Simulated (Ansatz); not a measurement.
VCr2Si2 in Ansatz, settings compared

The input file (Ansatz 0.2.0, plane waves):

```yaml
crystal:
  lattice:
    - [3.157799, 0.0, 0.0]
    - [1.5789, -5.136126, 0.0]
    - [0.0, 0.0, -7.744021]
  atoms:
    - { symbol: Cr, position: [0.142, 0.716, 0.931] }
    - { symbol: Cr, position: [0.858, 0.284, 0.431] }
    - { symbol: Cr, position: [0.858, 0.284, 0.069] }
    - { symbol: Cr, position: [0.142, 0.716, 0.569] }
    - { symbol: V, position: [0.406, 0.188, 0.75] }
    - { symbol: V, position: [0.594, 0.812, 0.25] }
    - { symbol: Si, position: [0.755, 0.49, 0.75] }
    - { symbol: Si, position: [0.245, 0.51, 0.25] }
    - { symbol: Si, position: [0.5, 0.0, 0.0] }
    - { symbol: Si, position: [0.5, 0.0, 0.5] }
  symmetry: { tolerance: 0.0003 }
kpoints:
  mp_grid: { grid: [6, 6, 3], shift: [0, 0, 0] }
magnetization:
  spin_polarized: false
scf:
  occupations: { method: gaussian, width: 0.1595 }
hamiltonian:
  pseudopotentials: { kind: paw }
  xc: pbe
basis:
  ecutwfc: 420
output:
  forces: true
  stress: true
  eigenvalues: true
```

Launch command:

```bash
ansatz run input.yaml --threads 1 --pin off --max-ram 2560MiB --backend cpu --events-out ev --progress --plain --runs-dir out
```

Origin of the cell: a known structure type with other elements, at an estimated volume, so it need not be a known compound.

Output of this run (shortened):

```
SCF iter   1: F=—  HF=-21875.514644 eV  Δρ=1.61e-2  dr2=5.31e-1
SCF iter   2: F=—  HF=-21875.492092 eV  Δρ=7.13e-3  dr2=1.14e-1
SCF iter   3: F=—  HF=-21875.485606 eV  Δρ=8.92e-4  dr2=1.01e-3
SCF iter   4: F=—  HF=-21875.485619 eV  Δρ=5.33e-4  dr2=3.32e-4
SCF iter   5: F=—  HF=-21875.485562 eV  Δρ=1.77e-4  dr2=4.56e-5
SCF iter   6: F=—  HF=-21875.485494 eV  Δρ=4.25e-5  dr2=2.92e-6  defer=1
SCF iter   7: F=—  HF=-21875.485494 eV  Δρ=1.84e-5  dr2=4.89e-7  defer=1
SCF iter   8: F=-21875.485494 eV  HF=-21875.485494 eV  Δρ=5.03e-6  dr2=4.27e-8
the search or the solves at the SCF's close seem to have found levels that the self-consistency loop had missed (the run counts 1). By its estimate they hold under 1e-12 electrons; where the […]
SCF 1 converged in 8 iterations: F = -21875.485494 eV  dr2 = 4.27e-8
SCF converged after 8 iterations
Free energy (F): -21875.485494 eV
Harris-Foulkes:  -21875.485494 eV  (|F-HF|=2.53e-8)
Internal energy: -21875.336284 eV  (E = F + TS)
E sigma→0 (E₀):  -21875.410889 eV
Entropy (-TS):   -0.149210 eV (-14.921 meV/atom)
Fermi energy:    15.326247 eV
--- Per-component energies (eV) ---
  E_band       = -982.037810
  E_kinetic    = 2244.307208
  E_local      = -8333.105111  (includes V_loc(G=0)·N_el)
  E_nonlocal   = 343.350521
  E_hartree    = 3695.063219
  E_xc         = -1053.841659
  E_vxc        = -1248.024545  (∫ρ·V_xc dr)
  E_paw        = -9066.572339  (= ΣΔE_a)
  E_vpaw       = -1378.688762  (= ΣTr[D̂ρ^β])
  E_aug_tail   = 0.001916  (compensation charges beyond the density's cutoff)
  E_ewald      = -9704.540039
  E_smearing   = -0.149210  (= −TS)
  Σ components = -21875.485494   (vs F -21875.485494, Δ=0.00e0)
--- Forces (eV/Å), atoms counted from 1 ---
  atom   1  Cr    -0.000000     1.165923    -0.173408
  atom   2  Cr     0.000000    -1.165923    -0.173408
[… 3 lines left out …]
  atom   6  V      0.000000    -1.044875     0.000000
  atom   7  Si     0.000000    -2.568931     0.000000
  atom   8  Si    -0.000000     2.568931    -0.000000
  atom   9  Si     0.000000    -0.000000     0.000000
  atom  10  Si     0.000000     0.000000    -0.000000
  max |Σ_I F_I| component: 4.44e-16 eV/Å
--- Stress (GPa, compression-positive) ---
       22.864409       0.000000       0.000000
        0.000000      17.465287      -0.000000
        0.000000      -0.000000      18.126600
  P = ⅓ Tr σ = 19.4854 GPa (194.854 kbar)
```

The same input was run again with these changes:

1. `basis.ecutwfc` 420 → "700 eV"
2. `scf.initial_density.chi_scale` default → 0.0; `hamiltonian.hubbard` default → { sites: [{ species: V, l: d, u_eff: 4.0 }], double_counting: fll }
3. `scf.algorithm` default → direct_min
4. `hamiltonian.xc` pbe → scan0x; `scf.max_iter` default → 75

```csv
run,end,SCF iterations,P (GPa),max force component (eV/Å),moment (μB),ΔE(σ→0) (meV/atom)
base,converged,8,19.49,2.569,–,0
1,converged,8,19.44,2.569,–,-1.89
2,converged,17,21.36,2.450,–,–
3,converged,6,19.49,2.569,–,0.00
4,input refused,0,–,–,–,–
```

Energies are compared only where functional, datasets, charge and starting cell are the same.

Caveats of the base run: no spin polarisation, so a magnetic state may lie lower; the k mesh is coarse if the cell is a metal; wide smearing.

Time of the base run: 20 s of wall time on 1 CPU thread(s) of a shared host, from the program's own first density.
